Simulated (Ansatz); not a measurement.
BaTiO3 in space group R3m (No. 160; Ba on 3a, Ti on 3a, O on 9b), DFT-LDA in the program Ansatz with PAW potentials, all energies at zero smearing, with the estimated change up to a 700 eV cutoff added, with one set of potentials and settings (totals compare only within such a set). Cell of 5 atoms (1 Ba, 1 Ti, 3 O): -9904.532 eV.

```csv
element,reference phase,E (eV/atom)
Ba,"Im-3m, 1 atoms in the cell",-5779.5825
Ti,"P6/mmm, 3 atoms in the cell",-2450.3259
O,"C2/m, 4 atoms in the cell, spin-polarised",-552.6518
```

Formation energy per atom, worked out: (-9904.532 − 1×(-5779.5825) − 1×(-2450.3259) − 3×(-552.6518))/5 = -3.334 eV/atom (-322 kJ per mol of atoms), at 0 K, without zero-point energy or fitted corrections.

This is a known low-temperature phase of the composition, computed here at zero pressure and temperature. Symmetry was held in the LDA relaxation; phonons on a q-mesh show no instability. No spin polarisation was allowed. The references are the lowest solids computed at this level, not always the standard phases (solids in place of the gases). Spin–orbit coupling is left out wherever it is not named.

Potentials: the later of the program's two PAW sets.
